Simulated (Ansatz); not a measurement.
Sn$_{4}$Pd (space group Ccce)

```
CELL_PARAMETERS angstrom
      3.19027    -5.66833     0.00000
      3.19027     5.66833     0.00000
      0.00000     0.00000     6.33501
ATOMIC_POSITIONS crystal
  Sn 0.20545 0.45777 0.33108
  Sn 0.79455 0.54223 0.33108
  Sn 0.45777 0.20545 0.66892
  Sn 0.54223 0.79455 0.66892
  Sn 0.29455 0.04223 0.16892
  Sn 0.70545 0.95777 0.16892
  Sn 0.04223 0.29455 0.83108
  Sn 0.95777 0.70545 0.83108
  Pd 0.50000 0.50000 0.00000
  Pd 0.00000 0.00000 0.50000
```

The atoms are displaced by Q × the pattern below (from a DFPT mode at Γ, largest move 1; Q in Å), at fixed cell.

```json
[
 {"atom": "Sn1", "x": "-0.308", "y": "0.169", "z": "0.224"},
 {"atom": "Sn2", "x": "0.308", "y": "-0.169", "z": "0.224"},
 {"atom": "Sn3", "x": "0.308", "y": "0.169", "z": "0.224"},
 {"atom": "Sn4", "x": "-0.308", "y": "-0.169", "z": "0.224"},
 {"atom": "Sn5", "x": "-0.308", "y": "0.169", "z": "0.224"},
 {"atom": "Sn6", "x": "0.308", "y": "-0.169", "z": "0.224"},
 {"atom": "Sn7", "x": "0.308", "y": "0.169", "z": "0.224"},
 {"atom": "Sn8", "x": "-0.308", "y": "-0.169", "z": "0.224"},
 {"atom": "Pd9", "x": "0.000", "y": "0.000", "z": "-1.000"},
 {"atom": "Pd10", "x": "0.000", "y": "0.000", "z": "-1.000"}
]
```

Method: LDA (plane waves to 420 eV, PAW, scalar-relativistic; Ansatz, a program for electronic structure). k mesh 9×9×8 (Γ-centred), Fermi-Dirac smearing 0.05 eV. E stands for the smeared free energy. With partly filled bands, energies and forces of such displacements shift with the k mesh and the smearing. Sn4Pd is run without spin polarisation. Sn4Pd was relaxed with its symmetry unable to fall. ΔE is measured from the undisplaced structure. The last digit holds for this mesh only.

| Q (Å) | ΔE (meV/cell) |
|---|---|
| -0.2800 | withheld |
| -0.2333 | 1134.2 |
| -0.1867 | 708.5 |
| -0.1400 | 391.0 |
| -0.0933 | 171.5 |
| -0.0467 | 42.5 |
| 0.0000 | 0.0 |
| 0.0467 | 42.5 |
| 0.0933 | 171.5 |
| 0.1400 | 391.0 |
| 0.1867 | 708.5 |
| 0.2333 | 1134.2 |
| 0.2800 | withheld |

### Question
Fit an even polynomial form (powers 2, 4, 6) to the given rows and predict ΔE at Q = -0.2800.

### Answer
Least squares on the 11 given rows: ΔE = (19500)·Q² + (22240)·Q⁴ + (44120)·Q⁶, in meV/cell with Q in Å; root-mean-square residual 0.11 meV/cell. At -0.2800 the fit gives 1686.8 meV/cell; the calculation gives 1682.4 meV/cell, so the extrapolation is off by 4.4 (+0.3 %). The quadratic term alone would give 1528.8 meV/cell.

(For displaced atoms, the force is minus the slope of the energy, and its curvature is a force constant, which sets phonon frequencies.)
